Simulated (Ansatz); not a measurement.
CuI (zinc blende)

Space group F-43m (No. 216); a = b = c = 5.939 Å, α = β = γ = 90.00°

```json
[
 {"atom": "I", "site": "4c", "symmetry": "-43m", "x": "0.2500", "y": "0.2500", "z": "0.2500"},
 {"atom": "Cu", "site": "4a", "symmetry": "-43m", "x": "0.0000", "y": "0.0000", "z": "0.0000"}
]
```
(The calculation used a cell of 2 atoms; values per cell refer to that cell.)

Grid over V/V₀ and (c/a)/(c/a)₀, subscript 0 meaning the relaxed cell; the conventional c axis lies along z; no internal relaxation.

Calculation: PBEsol (plane waves to 420 eV, PAW, scalar-relativistic; Ansatz, a program for electronic structure). k mesh 10×10×10 (Γ-centred), Fermi-Dirac smearing 0.05 eV. Energies are smeared free energies. CuI is run without spin polarisation. CuI was relaxed with its symmetry unable to fall. Spin-orbit coupling is left out, though I is heavy.

Changes of ΔE (meV/atom) from the point V/V₀ = 1.000, (c/a)/(c/a)₀ = 1.000 when one coordinate moves alone (two changes are said to add if the coupling is within 5 % of the smaller one, nearly so within 20 %):

| point | change |
|---|---|
| V/V₀ = 1.000, (c/a)/(c/a)₀ = 0.880 | 15.08 |
| V/V₀ = 1.000, (c/a)/(c/a)₀ = 0.920 | 6.73 |
| V/V₀ = 1.000, (c/a)/(c/a)₀ = 0.960 | 1.69 |
| V/V₀ = 0.920, (c/a)/(c/a)₀ = 1.000 | 30.65 |
| V/V₀ = 0.947, (c/a)/(c/a)₀ = 1.000 | 12.83 |
| V/V₀ = 0.973, (c/a)/(c/a)₀ = 1.000 | 3.02 |
| V/V₀ = 1.027, (c/a)/(c/a)₀ = 1.000 | 2.72 |
| V/V₀ = 1.053, (c/a)/(c/a)₀ = 1.000 | 10.32 |
| V/V₀ = 1.080, (c/a)/(c/a)₀ = 1.000 | 22.04 |
| V/V₀ = 1.000, (c/a)/(c/a)₀ = 1.040 | 1.70 |
| V/V₀ = 1.000, (c/a)/(c/a)₀ = 1.080 | 6.80 |
| V/V₀ = 1.000, (c/a)/(c/a)₀ = 1.120 | 15.31 |

### Question
What is the change at V/V₀ = 1.027, (c/a)/(c/a)₀ = 0.960, where both move, and how far is it from the sum?

### Answer
The sum of the single changes is 2.72 + (1.69) = 4.41; the calculation gives 4.51, so the coupling contributes 0.10 (under 20 % of the smaller single change, nearly additive).

### Question
Do the two effects add at V/V₀ = 0.973, (c/a)/(c/a)₀ = 0.880? Give the computed change.

### Answer
The sum of the single changes is 3.02 + (15.08) = 18.10; the calculation gives 16.96, so the coupling contributes -1.14 (over 20 % of the smaller single change, not additive).

### Question
Do the two effects add at V/V₀ = 1.080, (c/a)/(c/a)₀ = 0.880? Give the computed change.

### Answer
The sum of the single changes is 22.04 + (15.08) = 37.12; the calculation gives 39.75, so the coupling contributes 2.63 (under 20 % of the smaller single change, nearly additive).

(A scan under strain: stresses follow from slopes of the energy per volume, elastic moduli from its curvatures.)
